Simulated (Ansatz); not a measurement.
LaTiO3 (cubic perovskite)

```
CELL_PARAMETERS angstrom
      3.87216     0.00000     0.00000
      0.00000     3.87216     0.00000
      0.00000     0.00000     3.87216
ATOMIC_POSITIONS crystal
  La 0.00000 0.00000 0.00000
  Ti 0.50000 0.50000 0.50000
  O  0.00000 0.50000 0.50000
  O  0.50000 0.00000 0.50000
  O  0.50000 0.50000 0.00000
```

The slice is a {110} plane (indices of the conventional cell) through the point (0.000, 0.000, 0.000) (fractional), spanned by u = [100] and v = [011] in vectors of this cell: u (3.87 Å) and v (5.48 Å, at 90° to u). It covers one period; positions are fractions (u, v).

Computed with LDA (plane waves to 420 eV, PAW, scalar-relativistic; Ansatz, a program for electronic structure). k mesh 12×12×12. Inside the PAW spheres the values are not all-electron values, and peaks at nuclei hang on which shells count as valence. LaTiO3 is run without spin polarisation and with no Hubbard U. LaTiO3 was relaxed with its symmetry unable to fall. This is one of several known forms of LaTiO3; the measured ambient cells at hand have space group No. 62.

Three fields on this plane, each scaled to ten steps between its own extremes (0 low, 9 high; the total valence density on a logarithmic scale, the potential cut 8 eV below its top; x marks points blanked near nuclei; v = 0 in the bottom row):

Map A
```
|xxxxx00015677651000xxxx|
|xxxxx00025788752000xxxx|
|xxxx0000368888630000xxx|
|xxx000025789987520000xx|
|00000004689999864000000|
|00000036799999976300000|
|00002467889999887642000|
|22345677777777777765432|
|66677777655445567777766|
|78888765310000135678888|
|78888752000000002578888|
|xxx7763000xxxx0003677xx|
|xxxx5400xxxxxxxx0045xxx|
|xxxxx200xxxxxxxx002xxxx|
|xxxxx00xxxxxxxxxx00xxxx|
|xxxxx00xxxxxxxxxx00xxxx|
|xxxxx00xxxxxxxxxx00xxxx|
|xxxxx200xxxxxxxx002xxxx|
|xxxx5400xxxxxxxx0045xxx|
|xxx7763000xxxx0003677xx|
|78888752000000002578888|
|78888765310000135678888|
|66677777655445567777766|
|22345677777777777765432|
|00002467889999887642000|
|00000036799999976300000|
|00000004689999864000000|
|xxx000025789987520000xx|
|xxxx0000368888630000xxx|
|xxxxx00025788752000xxxx|
|xxxxx00015677651000xxxx|
|xxxxx00014788741000xxxx|
```

Map B
```
|xxxxx99620000002699xxxx|
|xxxxx98410000001489xxxx|
|xxxx9962000000002699xxx|
|xxx997410000000014799xx|
|99997420000000000247999|
|88764100000000000014678|
|44321000000000000001234|
|11100000000000000000011|
|11100000000000000000011|
|44321100000000000011234|
|88764100012222100014678|
|xxx8620024xxxx4200268xx|
|xxxx7311xxxxxxxx1137xxx|
|xxxxx412xxxxxxxx214xxxx|
|xxxxx41xxxxxxxxxx14xxxx|
|xxxxx41xxxxxxxxxx14xxxx|
|xxxxx41xxxxxxxxxx14xxxx|
|xxxxx412xxxxxxxx214xxxx|
|xxxx7311xxxxxxxx1137xxx|
|xxx8620024xxxx4200268xx|
|88764100012222100014678|
|44321100000000000011234|
|11100000000000000000011|
|11100000000000000000011|
|44321000000000000001234|
|88764100000000000014678|
|99997420000000000247999|
|xxx997410000000014799xx|
|xxxx9962000000002699xxx|
|xxxxx98410000001489xxxx|
|xxxxx99620000002699xxxx|
|xxxxx99620000002699xxxx|
```

Map C
```
|xxxxx98631000013689xxxx|
|xxxxx97531000013579xxxx|
|xxxx9864311111134689xxx|
|xxx987542211112245789xx|
|99987643222222223467899|
|88765432222222222345678|
|66544322233333322234456|
|44433222233333322223344|
|44433222334444332223344|
|55543333345555433333455|
|77665434567887654345667|
|xxx7655579xxxx9755567xx|
|xxxx8667xxxxxxxx7668xxx|
|xxxxx779xxxxxxxx977xxxx|
|xxxxx88xxxxxxxxxx88xxxx|
|xxxxx88xxxxxxxxxx88xxxx|
|xxxxx88xxxxxxxxxx88xxxx|
|xxxxx779xxxxxxxx977xxxx|
|xxxx8667xxxxxxxx7668xxx|
|xxx7655579xxxx9755567xx|
|77665434567887654345667|
|55543333345555433333455|
|44433222334444332223344|
|44433222233333322223344|
|66544322233333322234456|
|88765432222222222345678|
|99987643222222223467899|
|xxx987542211112245789xx|
|xxxx9864311111134689xxx|
|xxxxx97531000013579xxxx|
|xxxxx98631000013689xxxx|
|xxxxx98631000013689xxxx|
```

Problem. Assign the maps to these fields: electron localisation function (ELF); valence electron density; electrostatic potential energy of an electron, from the cell's mean.

Solution. A is the electrostatic potential energy of an electron, from the cell's mean; B is the electron localisation function (ELF); C is the valence electron density.
